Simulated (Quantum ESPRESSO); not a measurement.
Al4Zr3Ag, finding a planted mistake in a log

Computed values, not a measurement. The program is pw.x of Quantum ESPRESSO 7.5 (plane-wave density functional theory). The cell is made up: eight metal atoms on a face-centred cubic lattice, with elements, volume, strain and displacements drawn at random and not relaxed, so it may be unstable or far from any real phase. PseudoDojo standard norm-conserving files set the functional (PBE unless stated); there is no spin polarisation or spin-orbit coupling, the Fermi-Dirac width of 0.25 eV means electrons at about 2900 K, and the masses in the input are unused placeholders. A spin test at this wide smearing found no moment, but such smearing suppresses magnetism that the real alloy may have.

Intended input:

```
&control calculation='scf', pseudo_dir='./dojo.nc.sr.pbe.v0_5.standard.upf', outdir='./o', disk_io='medium', tprnfor=.true., tstress=.true. /
&system ibrav=0, nat=8, ntyp=3, nbnd=46, ecutwfc=84.00895049, nosym=.true., tot_charge=0,
 occupations='smearing', smearing='fd', degauss=0.0183746611
/
&electrons conv_thr=1.470e-08, electron_maxstep=70, mixing_beta=0.5 /
ATOMIC_SPECIES
Ag 1.0 Ag.upf
Al 1.0 Al.upf
Zr 1.0 Zr.upf
CELL_PARAMETERS angstrom
-0.0846 4.1504 4.0947
4.2195 -0.09 4.1001
4.1949 4.1312 -0.0654
ATOMIC_POSITIONS angstrom
Al 0.0101 -0.0906 0.0071
Al 2.0377 2.0947 -0.0635
Zr 2.1223 0.0125 1.9849
Zr 4.2376 2.0077 1.9728
Al -0.0964 2.0294 2.0704
Zr 2.0381 4.1078 2.0082
Ag 2.0452 2.1034 4.0016
Al 4.2209 4.1581 4.1534
K_POINTS automatic
5 5 5 1 1 1
```

The log is shortened where brackets say so; the opening notice, blank lines, dates and the lines on written files are dropped, and the path of the files is cut. It prints rydbergs, bohrs and kilobars, and counts compression as positive stress. Its total energy is the free energy E - TS of the whole cell.

Log of the intended run:

```
     Program PWSCF v.7.5
     Parallel version (MPI & OpenMP), running on       1 processor cores
     Number of MPI processes:                 1
     Threads/MPI process:                     1
     [start-up lines left out]
     bravais-lattice index     =            0
     lattice parameter (alat)  =      11.0188  a.u.
     unit-cell volume          =     991.2341 (a.u.)^3
     number of atoms/cell      =            8
     number of atomic types    =            3
     number of electrons       =        67.00
     number of Kohn-Sham states=           46
     kinetic-energy cutoff     =      84.0090  Ry
     charge density cutoff     =     336.0358  Ry
     scf convergence threshold =      1.5E-08
     mixing beta               =       0.5000
     number of iterations used =            8  plain     mixing
     Exchange-correlation= PBE
                           (   1   4   3   4   0   0   0)
     [axes and pseudopotential details left out]
   Cartesian axes
     site n.     atom                  positions (alat units)
         1        Al     tau(   1) = (   0.0017321  -0.0155379   0.0012176  )
         2        Al     tau(   2) = (   0.3494650   0.3592405  -0.0108902  )
         3        Zr     tau(   3) = (   0.3639739   0.0021437   0.3404098  )
         4        Zr     tau(   4) = (   0.7267473   0.3443200   0.3383347  )
         5        Al     tau(   5) = (  -0.0165326   0.3480416   0.3550730  )
         6        Zr     tau(   6) = (   0.3495336   0.7044866   0.3444058  )
         7        Ag     tau(   7) = (   0.3507513   0.3607325   0.6862733  )
         8        Al     tau(   8) = (   0.7238832   0.7131130   0.7123070  )
     number of k points=    63  Fermi-Dirac smearing, width (Ry)=  0.0184
                       cart. coord. in units 2pi/alat
        k(    1) = (   0.0700277   0.0711710   0.0717091), wk =   0.0320000
        k(    2) = (   0.2080586   0.2110984  -0.0672698), wk =   0.0320000
     [further k points left out]
     Dense  grid:   103185 G-vectors     FFT dimensions: (  72,  72,  72)
     Estimated max dynamical RAM per process >     153.29 MB
     Initial potential from superposition of free atoms
     starting charge      66.9827, renormalised to      67.0000
     Starting wfcs are   56 randomized atomic wfcs
     total cpu time spent up to now is       53.3 secs
     per-process dynamical memory:   122.0 Mb
     Self-consistent Calculation
     iteration #  1     ecut=    84.01 Ry     beta= 0.50
     Davidson diagonalization with overlap
     ethr =  1.00E-02,  avg # of iterations =  3.2
     total cpu time spent up to now is      190.7 secs
     total energy              =    -631.81992855 Ry
     estimated scf accuracy    <       1.28306421 Ry
     iteration #  2     ecut=    84.01 Ry     beta= 0.50
     Davidson diagonalization with overlap
     ethr =  1.92E-03,  avg # of iterations =  2.8
     total cpu time spent up to now is      332.3 secs
     total energy              =    -632.32646142 Ry
     estimated scf accuracy    <       1.79953843 Ry
     [iterations 3 to 11 left out]
     iteration # 12     ecut=    84.01 Ry     beta= 0.50
     Davidson diagonalization with overlap
     ethr =  2.13E-10,  avg # of iterations =  4.7
     total cpu time spent up to now is     1523.3 secs
     total energy              =    -632.51329065 Ry
     estimated scf accuracy    <       0.00000003 Ry
     iteration # 13     ecut=    84.01 Ry     beta= 0.50
     Davidson diagonalization with overlap
     ethr =  4.21E-11,  avg # of iterations =  2.2
     total cpu time spent up to now is     1595.2 secs
     End of self-consistent calculation
     [lines on levels left out]
!    total energy              =    -632.51329065 Ry
     estimated scf accuracy    <          2.2E-09 Ry
     smearing contrib. (-TS)   =      -0.07311012 Ry
     internal energy E=F+TS    =    -632.44018053 Ry
     The total energy is F=E-TS. E is the sum of the following terms:
     one-electron contribution =    -307.23538183 Ry
     hartree contribution      =     180.30692032 Ry
     xc contribution           =    -115.31959899 Ry
     ewald contribution        =    -390.19212003 Ry
     convergence has been achieved in  13 iterations
     Forces acting on atoms (cartesian axes, Ry/au):
     atom    1 type  2   force =    -0.00875569    0.01912141   -0.01239966
     atom    2 type  2   force =     0.00985570   -0.00119183    0.00331073
     atom    3 type  3   force =    -0.00229873   -0.01494902    0.01924353
     atom    4 type  3   force =    -0.00749524    0.02004792    0.02169869
     atom    5 type  2   force =     0.00152993    0.00557289   -0.00728431
     atom    6 type  3   force =     0.01280517    0.01014213   -0.00223230
     atom    7 type  1   force =     0.00452711   -0.01573553    0.01888050
     atom    8 type  2   force =    -0.01016826   -0.02300797   -0.04121719
     Total force =     0.074485     Total SCF correction =     0.000163
     Computing stress (Cartesian axis) and pressure
          total   stress  (Ry/bohr**3)                   (kbar)     P=       36.76
   0.00003910   0.00007293   0.00004388            5.75       10.73        6.46
   0.00007293   0.00033489   0.00009498           10.73       49.26       13.97
   0.00004388   0.00009498   0.00037559            6.46       13.97       55.25
     init_run     :     51.92s CPU     53.01s WALL (       1 calls)
     electrons    :   1490.43s CPU   1541.97s WALL (       1 calls)
     forces       :      9.26s CPU      9.37s WALL (       1 calls)
     stress       :     38.08s CPU     38.24s WALL (       1 calls)
     [timing details left out]
     PWSCF        :  26m30.19s CPU  27m23.51s WALL
     JOB DONE.
```

A second run was made from an input with one planted mistake. Its log:

```
     Program PWSCF v.7.5
     Parallel version (MPI & OpenMP), running on       1 processor cores
     Number of MPI processes:                 1
     Threads/MPI process:                     1
     [start-up lines left out]
     bravais-lattice index     =            0
     lattice parameter (alat)  =      10.9583  a.u.
     unit-cell volume          =     974.9592 (a.u.)^3
     number of atoms/cell      =            8
     number of atomic types    =            3
     number of electrons       =        67.00
     number of Kohn-Sham states=           46
     kinetic-energy cutoff     =      84.0090  Ry
     charge density cutoff     =     336.0358  Ry
     scf convergence threshold =      1.5E-08
     mixing beta               =       0.5000
     number of iterations used =            8  plain     mixing
     Exchange-correlation= PBE
                           (   1   4   3   4   0   0   0)
     [axes and pseudopotential details left out]
   Cartesian axes
     site n.     atom                  positions (alat units)
         1        Al     tau(   1) = (   0.0017245  -0.0155375   0.0012244  )
         2        Al     tau(   2) = (   0.3494643   0.3592420  -0.0108987  )
         3        Zr     tau(   3) = (   0.3639671   0.0021383   0.3404108  )
         4        Zr     tau(   4) = (   0.7267442   0.3443253   0.3383242  )
         5        Al     tau(   5) = (  -0.0165377   0.3480329   0.3550688  )
         6        Zr     tau(   6) = (   0.3495332   0.7044813   0.3444115  )
         7        Ag     tau(   7) = (   0.3507576   0.3607251   0.6862709  )
         8        Al     tau(   8) = (   0.7238816   0.7131037   0.7123104  )
     number of k points=    63  Fermi-Dirac smearing, width (Ry)=  0.0184
                       cart. coord. in units 2pi/alat
        k(    1) = (   0.0700288   0.0711701   0.0717095), wk =   0.0320000
        k(    2) = (   0.2080609   0.2110994  -0.0672728), wk =   0.0320000
     [further k points left out]
     Dense  grid:   101369 G-vectors     FFT dimensions: (  64,  72,  72)
     Estimated max dynamical RAM per process >     148.37 MB
     Initial potential from superposition of free atoms
     starting charge      66.9827, renormalised to      67.0000
     Starting wfcs are   56 randomized atomic wfcs
     total cpu time spent up to now is       46.2 secs
     per-process dynamical memory:    89.1 Mb
     Self-consistent Calculation
     iteration #  1     ecut=    84.01 Ry     beta= 0.50
     Davidson diagonalization with overlap
     ethr =  1.00E-02,  avg # of iterations =  3.3
     total cpu time spent up to now is      145.6 secs
     total energy              =    -631.78367348 Ry
     estimated scf accuracy    <       1.33784750 Ry
     iteration #  2     ecut=    84.01 Ry     beta= 0.50
     Davidson diagonalization with overlap
     ethr =  2.00E-03,  avg # of iterations =  2.8
     total cpu time spent up to now is      245.9 secs
     total energy              =    -632.31653773 Ry
     estimated scf accuracy    <       1.85887117 Ry
     [iterations 3 to 11 left out]
     iteration # 12     ecut=    84.01 Ry     beta= 0.50
     Davidson diagonalization with overlap
     ethr =  1.84E-10,  avg # of iterations =  4.8
     total cpu time spent up to now is     1399.9 secs
     total energy              =    -632.50816462 Ry
     estimated scf accuracy    <       0.00000004 Ry
     iteration # 13     ecut=    84.01 Ry     beta= 0.50
     Davidson diagonalization with overlap
     ethr =  6.08E-11,  avg # of iterations =  2.1
     total cpu time spent up to now is     1498.6 secs
     End of self-consistent calculation
     [lines on levels left out]
!    total energy              =    -632.50816462 Ry
     estimated scf accuracy    <          2.4E-09 Ry
     smearing contrib. (-TS)   =      -0.07192896 Ry
     internal energy E=F+TS    =    -632.43623566 Ry
     The total energy is F=E-TS. E is the sum of the following terms:
     one-electron contribution =    -303.98704518 Ry
     hartree contribution      =     179.31358516 Ry
     xc contribution           =    -115.41122269 Ry
     ewald contribution        =    -392.35155295 Ry
     convergence has been achieved in  13 iterations
     Forces acting on atoms (cartesian axes, Ry/au):
     atom    1 type  2   force =    -0.00934945    0.02018044   -0.01297800
     atom    2 type  2   force =     0.01011486   -0.00128062    0.00339856
     atom    3 type  3   force =    -0.00238629   -0.01560954    0.02015553
     atom    4 type  3   force =    -0.00770463    0.02093849    0.02293490
     atom    5 type  2   force =     0.00138682    0.00580886   -0.00781299
     atom    6 type  3   force =     0.01348590    0.01084613   -0.00260576
     atom    7 type  1   force =     0.00510054   -0.01678898    0.02010694
     atom    8 type  2   force =    -0.01064775   -0.02409478   -0.04319918
     Total force =     0.078315     Total SCF correction =     0.000165
     Computing stress (Cartesian axis) and pressure
          total   stress  (Ry/bohr**3)                   (kbar)     P=       55.91
   0.00015808   0.00007676   0.00004714           23.25       11.29        6.93
   0.00007676   0.00046731   0.00010038           11.29       68.74       14.77
   0.00004714   0.00010038   0.00051488            6.93       14.77       75.74
     init_run     :     42.15s CPU     46.05s WALL (       1 calls)
     electrons    :   1393.08s CPU   1452.40s WALL (       1 calls)
     forces       :      8.79s CPU      8.91s WALL (       1 calls)
     stress       :     36.55s CPU     36.75s WALL (       1 calls)
     [timing details left out]
     PWSCF        :  24m40.95s CPU  25m45.28s WALL
     JOB DONE.
```

Question: the log repeats what the program read. Compare it with the intended run: what was wrong in the second input?

Answer: the cell and the positions are scaled by a wrong factor. The input lines that differ:

```
- -0.0846 4.1504 4.0947
- 4.2195 -0.09 4.1001
- 4.1949 4.1312 -0.0654
+ -0.0841 4.1276 4.0722
+ 4.1963 -0.0895 4.0775
+ 4.1718 4.1085 -0.065
- Al 0.0101 -0.0906 0.0071
- Al 2.0377 2.0947 -0.0635
- Zr 2.1223 0.0125 1.9849
- Zr 4.2376 2.0077 1.9728
- Al -0.0964 2.0294 2.0704
- Zr 2.0381 4.1078 2.0082
- Ag 2.0452 2.1034 4.0016
- Al 4.2209 4.1581 4.1534
+ Al 0.01 -0.0901 0.0071
+ Al 2.0265 2.0832 -0.0632
+ Zr 2.1106 0.0124 1.974
+ Zr 4.2143 1.9967 1.9619
+ Al -0.0959 2.0182 2.059
+ Zr 2.0269 4.0852 1.9972
+ Ag 2.034 2.0918 3.9796
+ Al 4.1977 4.1352 4.1306
```

```
                                            intended run  run with the mistake
                          free energy (eV)     -8605.782             -8605.712
         entropy term -TS, part of it (eV)        -0.995                -0.979
                            pressure (GPa)          3.68                  5.59
size of the largest force component (eV/Å)         1.060                 1.111
largest change of a force component (eV/Å)                               0.051
                                iterations            13                    13
```

For scale, a rerun of the intended cell at a higher cutoff and on a denser mesh moved values by no more than 0.005 eV in energy, 0.03 GPa in stress and 0.004 eV/Å in force, and a second program with other atomic files agreed on that cell to 2 % rms in force and 0.5 GPa in pressure.